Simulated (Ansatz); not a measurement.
A generator proposed this cell of Mg2BeS3.

```yaml
crystal:
  lattice:
    - [3.52649, 0.00000, 0.00000]
    - [0.00000, 4.39237, 0.00000]
    - [0.00000, 0.00000, 7.62630]
  atoms:
    - { symbol: Mg, position: [0.00000, 0.50000, 0.02825] }
    - { symbol: Mg, position: [0.00000, 0.00000, 0.48492] }
    - { symbol: Be, position: [0.50000, 0.50000, 0.32491] }
    - { symbol: S, position: [0.50000, 0.00000, 0.83616] }
    - { symbol: S, position: [0.50000, 0.00000, 0.18152] }
    - { symbol: S, position: [0.50000, 0.50000, 0.64423] }
```

Computed with DFT PBE, scalar-relativistic, plane waves, PAW in Ansatz 0.2.0. Settings: cutoff 420 eV, Γ-centred mesh 6×4×2 on the computed 6-atom cell, Gaussian smearing of 0.10 eV; no spin polarisation.

Formation energies are uncorrected and refer to the elements' standard structures at the same level.

Question: Estimate its pressure, forces and energy as it stands.

Answer: The pressure is -7.0 GPa (the mean over three directions, positive in compression), the largest force is 2.98 eV/Å, and the energy is 0.00 eV/atom against the elements. The shortest distance is 2.44 Å.

Question: How much does it gain on relaxing, and where does it end?

Answer: Relaxing gains about 0.95 eV/atom in 34 ionic steps and ends at −0.951 eV/atom on the finer mesh. The symmetry stays Pmm2 (No. 25). The volume per atom grows by 29.6 %, from 19.7 to 25.5 Å³. The shortest distance goes from 2.44 Å (Be–S) to 1.99 Å (Be–S). Conventional cell: a = 3.534 Å, b = 3.548 Å, c = 12.208 Å. Mg on its first site has 4 S at 2.50 Å; Be is surrounded by 3 S at 1.99–2.05 Å and 4 Mg at 2.84 Å; S on its first site is surrounded by 4 Mg at 2.50 Å; 3 more sites not described.

The last run used a 10×10×4 mesh (in the run's order of axes) for its 6-atom cell and Gaussian smearing of 0.02 eV. No dispersion correction is applied, so the spacing and binding between layers, chains or molecules are poorly described. The reference form of S is held partly by dispersion forces, which this level lacks. The relaxation can't lower the symmetry of the start. Symmetry constrained the relaxation, so the result can be a saddle point. Another cell of Mg2BeS3 relaxed alike, in P-3m1, lies 128 meV/atom lower, so this cell isn't the stable form at this level.
